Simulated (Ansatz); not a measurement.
Starting cell, MgO (rock salt):

```
MgO
1.0
    0.00000     4.20438     4.20438
    2.10219     0.00000     2.10219
    2.10219     2.10219     0.00000
O Mg
2 2
Cartesian
  0.00000   0.00000   0.00000
  2.10219   4.20438   2.10219
  2.10219   2.10219   2.10219
  2.10219   4.20438   4.20438
```

The atoms are displaced by Q × the pattern below (from a DFPT mode at L = (0.5, 0.0, 0.0), largest move 1; Q in Å), at fixed cell. (q is in reciprocal vectors of the primitive cell; the cell shown is doubled to hold the pattern.)

| atom | x | y | z |
|---|---|---|---|
| Mg3 | 0.577 | -0.577 | -0.577 |
| Mg4 | -0.577 | 0.577 | 0.577 |

Atoms not listed stay in place.

These are r2SCAN (plane waves to 500 eV, PAW, scalar-relativistic; Ansatz, an electronic-structure program) values and carry that method's errors. k mesh 13×13×13 (Γ-centred), Fermi-Dirac smearing 0.05 eV. E stands for the smeared free energy. MgO was relaxed with its symmetry unable to fall. ΔE is measured from the undisplaced structure.

```
Q (Å)   ΔE (eV/cell)
------  ------------
-0.100        0.2714
-0.067        0.1207
-0.033        0.0302
0.000         0.0000
0.033         0.0302
0.067         0.1207
0.100         0.2714
```

Problem. Which DFPT wavenumber at L = (0.5, 0.0, 0.0) belongs to this mode?
(A) 279 cm⁻¹
(B) 367 cm⁻¹
(C) 551 cm⁻¹

Solution. C, 551 cm⁻¹. The curvature of the scan gives 551 cm⁻¹

(For displaced atoms, the force is minus the slope of the energy, and its curvature is a force constant, which sets phonon frequencies.)
